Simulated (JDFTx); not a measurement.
Reference run:

System: Cu(100) (Fm-3m bulk; lattice of mp-30, not re-optimised at this level), 1x1 cell of 5 atoms in 5 planes, area 6.40 Å² a face, 7.2 Å between the outermost planes in a cell 23.2 Å high; k mesh 8×8×1, Fermi width 0.01 Ha, no spin polarisation.

The reference is PBE, GBRV ultrasoft potentials, plane waves to 20/100 Ha; code: JDFTx (a modified build). Unrelaxed; liquid: linear PCM (GLSSA13), water, 1 M NaF. The electron chemical potential μ is absolute (zero in the bulk liquid) and is turned into a potential by U = −μ/e − 4.44 V vs SHE, a convention.

```csv
Fermi smearing width,work function (eV),U_pzc (V),mean C below U_pzc (μF/cm²),k states × plane waves,"cycles, vacuum run","rough core time, vacuum run"
0.02 Ha,(withheld),(withheld),15 over 0.5 V,15 × 4282,28,4 min
0.01 Ha,4.59,-0.11,15 over 0.5 V,15 × 4282,25,5 min
0.005 Ha,4.56,-0.14,15 over 0.5 V,15 × 4282,32,7 min
0.003 Ha,4.55,-0.15,–,15 × 4282,28,5 min
```

Task: Some entries are withheld; supply them.

Result: 
- 0.02 Ha, work function (eV): 4.67
- 0.02 Ha, U_pzc (V): -0.06

The times are rough (shared hosts); only ratios past two mean anything.
